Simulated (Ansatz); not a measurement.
Ge:
```
CELL_PARAMETERS angstrom
      4.00425     0.00000     0.00000
     -2.00212     3.46778     0.00000
      0.00000     0.00000    13.14525
ATOMIC_POSITIONS crystal
  Ge 0.00000 0.00000 0.40682
  Ge 0.00000 0.00000 0.59318
  Ge 0.00000 0.00000 0.90682
  Ge 0.00000 0.00000 0.09318
  Ge 0.33333 0.66667 0.34413
  Ge 0.66667 0.33333 0.65587
  Ge 0.66667 0.33333 0.84413
  Ge 0.33333 0.66667 0.15587
```

Relaxed with PBEsol. PBEsol (plane waves, PAW; program Ansatz) gives no gap.

### Question
What gap does HSE06 give on the same cell (Ansatz, PAW)?

### Answer
0.60 eV. The hybrid was solved on a coarser mesh and at special points; its gap is the smallest among all of these. On such a mesh it can open a false gap in a semimetal.

```
k  v1 PBEsol  c1 PBEsol  v1 HSE06  c1 HSE06
-  ---------  ---------  --------  --------
Γ      -0.05       0.00      0.00      0.60
A      -0.34       0.08         ?         ?
K      -2.05       1.24         ?         ?
H      -2.50       1.27         ?         ?
M      -1.47       0.13         ?         ?
L      -1.82       0.56     -1.97      1.18
```

### Question
Top valence (v1) and lowest conduction level (c1) in eV from each method's valence maximum (which need not be a listed point): supply the withheld HSE06 values.

### Answer

- M, v1 HSE06: -1.60
- M, c1 HSE06: 0.78
- H, v1 HSE06: -2.70
- H, c1 HSE06: 1.90
- K, v1 HSE06: -2.22
- K, c1 HSE06: 1.92
- A, v1 HSE06: -0.36
- A, c1 HSE06: 0.76

Cost on shared cores: the PBEsol run (SCF on a 12×12×3 mesh, then bands and DOS) around 120 core-seconds (rough), the HSE06 run (SCF on 5×5×2, then a few points) around 4 core-minutes (rough); the tasks are unlike.

Space group P6_3/mmc. The workflow started from a Materials Project entry (that database holds measured and hypothetical structures alike); the Crystallography Open Database copy checked does not list it. It is not the phase usual at ambient conditions (space group No. 227). Symmetry was held in the PBEsol relaxation; of distortions, only those at the zone centre were tested. Spin–orbit coupling is left out wherever it is not named.

Potentials: the later of the program's two PAW sets.
